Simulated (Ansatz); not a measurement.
## Computed properties of GeBCN

GeBCN:
```yaml
crystal:
  lattice:
    - [1.46234, 0.84428, 4.78833]
    - [-1.46234, 0.84428, 4.78833]
    - [0.00000, -1.68856, 4.78833]
  atoms:
    - { symbol: B, position: [0.00278, 0.00278, 0.00278] }
    - { symbol: N, position: [0.88720, 0.88720, 0.88720] }
    - { symbol: Ge, position: [0.49578, 0.49578, 0.49578] }
    - { symbol: C, position: [0.36421, 0.36421, 0.36421] }
```

Space group R3m (No. 160); conventional cell a = b = 2.925 Å, c = 14.365 Å, α = β = 90.00°, γ = 120.00°.

Method: r²SCAN (plane waves, PAW; program Ansatz). Structure relaxed to zero pressure with the same functional. Other levels are named where they apply.

Cell and energy:

```yaml
volume_per_atom: 8.87 Å³
density: 5.12 g/cm³
Formation energy from the elements (no fitted shifts): 0.068 eV/atom
```

Electronic structure:

```yaml
band_gap: 0.79 eV (indirect)
valence_band_maximum: at Γ
conduction_band_minimum: at F (3 equivalent valleys)
smallest_direct_gap_on_the_standard_path: 1.63 eV
electron_effective_mass: 0.25, 0.33, 0.47 mₑ (principal values)
Hole effective mass, band 1 of 2 at the edge: 0.61 along x, 1.9 along z (mₑ)
Hole effective mass, band 2 of 2 at the edge: 0.21 along x, 1.9 along z (mₑ)
Hole effective mass with spin–orbit coupling: 0.34, 0.34, 2.0 mₑ (principal values)
HSE06 gap on the r²SCAN cell: 1.41 eV
Gap with spin–orbit coupling: 0.79 eV
```

Mechanics:

```yaml
Bulk modulus (Birch–Murnaghan fit): 248 GPa
Pressure derivative B′: 4.0
Elastic constants (relaxed ions, GPa): C11 = 536, C12 = 106, C13 = 93.1, C14 = -46.7, C33 = 581, C44 = 179
mechanical_stability: stable (all eigenvalues of C positive)
hill_bulk_and_shear_moduli: 249 and 199 GPa
Young's modulus: 472 GPa
Poisson's ratio: 0.18
debye_temperature_from_the_elastic_constants: 989 K
Piezoelectric stress constants (proper, relaxed ions, C/m²): e15 = e24 = 0.30, e16 = e21 = 0.45, e22 = -0.45, e31 = e32 = -0.22, e33 = 0.51
```

Charges:

```yaml
bader_charges: B +1.83, N -1.69, Ge +1.78, C -1.92 e
```

The start of the workflow was typed in or built on a structure type; neither database checked (COD, Materials Project) lists it. Whether it is the stable phase at ambient conditions was not checked. Symmetry was held in the r²SCAN relaxation; whether a distortion lowers the energy is not shown. The volume moved by -16 % from the start of the relaxation. Signs of piezoelectric constants follow the polarity of the cell as given. The references are the lowest solids computed at this level, not always the standard phases (solids in place of the gases). Scalar-relativistic: spin–orbit coupling is off unless named, which matters more the heavier the elements.

Potentials: the earlier of the program's two PAW sets.
